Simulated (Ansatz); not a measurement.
**Moving spin-orbit coupling in CSe2**

```cif
data_structure
_symmetry_space_group_name_H-M 'P 1'
_symmetry_Int_Tables_number 1
_cell_length_a 4.6596
_cell_length_b 4.6596
_cell_length_c 9.4627
_cell_angle_alpha 90.000
_cell_angle_beta 90.000
_cell_angle_gamma 79.989
_cell_volume 202.32
loop_
_atom_site_label
_atom_site_type_symbol
_atom_site_fract_x
_atom_site_fract_y
_atom_site_fract_z
_atom_site_occupancy
Se1 Se 0.21242 0.78758 0.87938 1
Se2 Se 0.78758 0.21242 0.12061 1
Se3 Se 0.28758 0.71242 0.37938 1
Se4 Se 0.71242 0.28758 0.62062 1
C1 C 0.00000 0.00000 0.00000 1
C2 C 0.50000 0.50000 0.50000 1
```

The cell comes from a database or a generator and needn't be the stable form of this composition.

Kept alike: task band structure; functional r2SCAN; k mesh 5 × 5 × 3; occupations fermi-dirac, width 0.05 eV. Program: Ansatz, Ansatz PAW, cutoff 500 eV. The mesh is that of the run's cell of 6 atoms.

| spin-orbit coupling | band gap (eV) |
| --- | --- |
| off | 2.593 |
| on | 2.562 |

Gaps are the smaller of the mesh's and the band path's. All rows use potentials made for PBE.

Task: What does spin-orbit coupling change here?

Result: The band gap runs from 2.562 (on) to 2.593 eV (off). Spin-orbit coupling splits p and d bands at the edges, and the more so the heavier the atoms.
